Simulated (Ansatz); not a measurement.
GaAs:
```xyz
2
Lattice="-2.5438 2.5438 1.4433 2.5438 -2.5438 1.4433 2.5438 2.5438 -1.4433" Properties=species:S:1:pos:R:3 pbc="T T T"
Ga     2.5438     0.0000     0.7216
As     0.0000     0.0000     0.0000
```

Relaxed with r²SCAN. Special points in fractions of this cell's reciprocal vectors: Γ (0.000, 0.000, 0.000); X (0.000, 0.000, 0.500); M (-0.500, 0.500, 0.500); Z (0.330, 0.330, -0.330); Z0 (-0.330, 0.670, 0.330); P (0.250, 0.250, 0.250); N (0.000, 0.500, 0.000).

**Question.** List the band energies nearest the Fermi level at these points for r²SCAN in the plane-wave PAW code Ansatz.

**Answer.** In eV from the Fermi level; about four levels below and three above (degenerate sets whole), none deeper than 8.9 eV; points with the same levels are listed once.

| k | below | above |
|---|---|---|
| Γ | -3.18 -2.59 -2.59 | 4.18 5.07 8.68 8.68 |
| X | -0.65 | 2.29 2.62 2.96 |
| M | -6.42 -6.10 -6.10 | 3.75 6.67 11.82 11.82 |
| Z | -5.03 -4.08 -4.08 -3.65 | 4.83 7.15 7.15 |
| P | -5.44 -5.27 -3.94 | 3.71 4.26 5.58 |
| N | -6.42 -2.59 -1.99 -1.44 | 3.05 4.05 6.35 |

Space group I-4m2. The workflow started from a Materials Project entry (that database holds measured and hypothetical structures alike); the Crystallography Open Database copy checked does not list it. It is not the phase usual at ambient conditions (space group No. 216). Symmetry was held in the r²SCAN relaxation; of distortions, only those at the zone centre were tested. Spin–orbit coupling is left out wherever it is not named.

Potentials: the later of the program's two PAW sets.
